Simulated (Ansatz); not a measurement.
**Structures of Au2I: which is lowest?**

Plane-wave DFT in Ansatz with scalar-relativistic PAW potentials, cutoff 420 eV, Γ-centred meshes chosen by cell and gap, Gaussian smearing with energies taken to zero width. Every cell was relaxed (cell and atoms) in a run of its own, within the symmetry of its start. Functional: PBE.

Relaxed structures (starts from databases or built by putting these elements on another compound's sites):
A. I4/mmm, 3 atoms in the computed cell, a = 4.085 Å, c = 8.554 Å; sites (symmetry × multiplicity) Au 4mm × 4, I 4/mmm × 2; start: built
B. R-3m, 3 atoms in the computed cell, a = 3.932 Å, c = 17.028 Å; sites (symmetry × multiplicity) Au 3m × 6, I -3m × 3; start: built

Problem. Rank them by energy. Could pressure change the order?

Solution.
```tsv
structure	group	E − E(lowest) (meV/atom)	V (Å³/atom)	gap on mesh (eV)
B	R-3m	0.0	25.34	0.00
A	I4/mmm	90	23.79	0.00
```

B is lowest, 90 meV/atom under A. A is denser by 1.54 Å³/atom, so pressure favours it: ΔE/ΔV, with ΔE in eV and 1 eV/Å³ = 160.2 GPa, gives about 9 GPa for equal enthalpy if both cells were rigid, a rough figure since the two compress differently. Other structures may lie lower than all of these, and vibrations aren't counted.

Spin-orbit coupling is left out, which matters for the bands of heavy elements. Spin polarisation was left out, and a magnetic state may lie lower.